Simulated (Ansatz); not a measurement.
Total density of states per atom from PBE in the plane-wave PAW code Ansatz, in 0.25 eV bins, energy from the Fermi level:

```
E (eV) | states/eV/atom
    -7.85 | ############# 0.21
    -7.60 | ############# 0.22
    -7.35 | ############## 0.23
    -7.10 | ############## 0.24
    -6.85 | ############### 0.25
    -6.60 | ############### 0.25
    -6.35 | ############### 0.26
    -6.10 | ################ 0.27
    -5.85 | ################ 0.28
    -5.60 | ################# 0.29
    -5.35 | ################## 0.31
    -5.10 | ################## 0.31
    -4.85 | ################## 0.31
    -4.60 | ################### 0.32
    -4.35 | ################### 0.32
    -4.10 | ################### 0.32
    -3.85 | #################### 0.34
    -3.60 | #################### 0.35
    -3.35 | #################### 0.35
    -3.10 | ##################### 0.36
    -2.85 | ####################### 0.39
    -2.60 | ##################### 0.36
    -2.35 | #################### 0.34
    -2.10 | ##################### 0.35
    -1.85 | ###################### 0.38
    -1.60 | ##################### 0.36
    -1.35 | ###################### 0.38
    -1.10 | ####################### 0.38
    -0.85 | ######################## 0.41
    -0.60 | ###################### 0.38
    -0.35 | ####################### 0.39
    -0.10 | ####################### 0.40
     0.15 | ######################### 0.43
     0.40 | ######################## 0.41
     0.65 | ######################### 0.43
     0.90 | ######################### 0.42
     1.15 | ########################## 0.44
     1.40 | ######################### 0.42
     1.65 | ######################## 0.42
     1.90 | ########################## 0.45
     2.15 | ########################### 0.46
     2.40 | ########################### 0.46
     2.65 | ########################### 0.45
     2.90 | ########################### 0.46
     3.15 | ############################# 0.49
     3.40 | ############################ 0.48
     3.65 | ############################ 0.48
     3.90 | ############################## 0.51
     4.15 | ############################# 0.49
     4.40 | ############################# 0.49
     4.65 | ############################# 0.50
```

Problem. Pick the material that matches.
A) Br, molecular I2 type
B) Al, P-3m1 (Pearson symbol hP11)
C) ZrSe2, CdI2 type
D) GaP, zinc blende

Solution. B, Al, P-3m1 (Pearson symbol hP11). Within 0.5 eV of the Fermi level: Al 3p 64 %, Al 3s 31 %, outside the projected shells 5 %. Projections are on Löwdin-orthogonalised atomic valence shells; empty p or d shells of many metals are not among them.

The start of the workflow was typed in or built on a structure type; neither database checked (COD, Materials Project) lists it. It is not the phase usual at ambient conditions (space group No. 225). The PBE relaxation kept the symmetry of its start; whether a distortion lowers the energy is not shown.

Potentials: the earlier of the program's two PAW sets.
